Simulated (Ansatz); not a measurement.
## Equation of state of Zn

Space group P6_3/mmc (No. 194). a = 2.665 Å, b = 2.665 Å, c = 4.947 Å, α = 90.00°, β = 90.00°, γ = 120.00°
```json
{"atom": "Zn", "site": "2c", "symmetry": "-6m2", "x": "0.3333", "y": "0.6667", "z": "0.2500"}
```

The runs use the primitive cell with vectors (2.665, 0.000, 0.000), (-1.332, 2.308, 0.000), (0.000, 0.000, 4.947) Å, to which the k mesh refers.

The cell comes from COD entry 9008522, which wasn't checked; take it as a given geometry.

Levels of theory: DFT, PBEsol, all-electron LAPW, scalar-relativistic (Ansatz 0.2.0); DFT, PBEsol, PAW with Ansatz's default frozen-core files, scalar-relativistic (Ansatz 0.2.0).

For LAPW: a Γ-centred 16×16×8 k mesh, Fermi–Dirac smearing of 0.03 eV, basis error target 0.25 meV/atom, no spin polarisation. PAW takes a cutoff of 420 eV at this cell (files made with PBE, cores remade for this functional). The Ansatz runs share mesh, smearing and spin set-up. Plane-wave (PAW) pressures include the program's estimate of the Pulay term.

The cell above is scaled evenly, with fractional coordinates and shape held.

```json
{"V/V(cell)": "0.9400", "V (Å³/atom)": "14.298", "P, LAPW (GPa)": "-0.77", "P, PAW (GPa)": "-0.78", "free energy over the lowest listed, PAW (meV/atom)": "0.0"}
{"V/V(cell)": "0.9600", "V (Å³/atom)": "14.602", "P, LAPW (GPa)": "?", "P, PAW (GPa)": "?", "free energy over the lowest listed, PAW (meV/atom)": "?"}
{"V/V(cell)": "0.9800", "V (Å³/atom)": "14.906", "P, LAPW (GPa)": "-4.13", "P, PAW (GPa)": "-4.14", "free energy over the lowest listed, PAW (meV/atom)": "9.6"}
{"V/V(cell)": "0.9900", "V (Å³/atom)": "15.058", "P, LAPW (GPa)": "-4.83", "P, PAW (GPa)": "-4.85", "free energy over the lowest listed, PAW (meV/atom)": "13.9"}
{"V/V(cell)": "1.0000", "V (Å³/atom)": "15.211", "P, LAPW (GPa)": "-5.49", "P, PAW (GPa)": "-5.50", "free energy over the lowest listed, PAW (meV/atom)": "18.8"}
{"V/V(cell)": "1.0100", "V (Å³/atom)": "15.363", "P, LAPW (GPa)": "-6.10", "P, PAW (GPa)": "-6.11", "free energy over the lowest listed, PAW (meV/atom)": "24.3"}
{"V/V(cell)": "1.0200", "V (Å³/atom)": "15.515", "P, LAPW (GPa)": "-6.66", "P, PAW (GPa)": "-6.68", "free energy over the lowest listed, PAW (meV/atom)": "30.4"}
{"V/V(cell)": "1.0400", "V (Å³/atom)": "15.819", "P, LAPW (GPa)": "-7.67", "P, PAW (GPa)": "-7.68", "free energy over the lowest listed, PAW (meV/atom)": "44.1"}
{"V/V(cell)": "1.0600", "V (Å³/atom)": "16.123", "P, LAPW (GPa)": "-8.54", "P, PAW (GPa)": "-8.55", "free energy over the lowest listed, PAW (meV/atom)": "59.5"}
```

**Question.** Fill in the row V/V(cell) = 0.9600.

**Answer.** P, LAPW (GPa) = -2.56, P, PAW (GPa) = -2.58, free energy over the lowest listed, PAW (meV/atom) = 3.2.
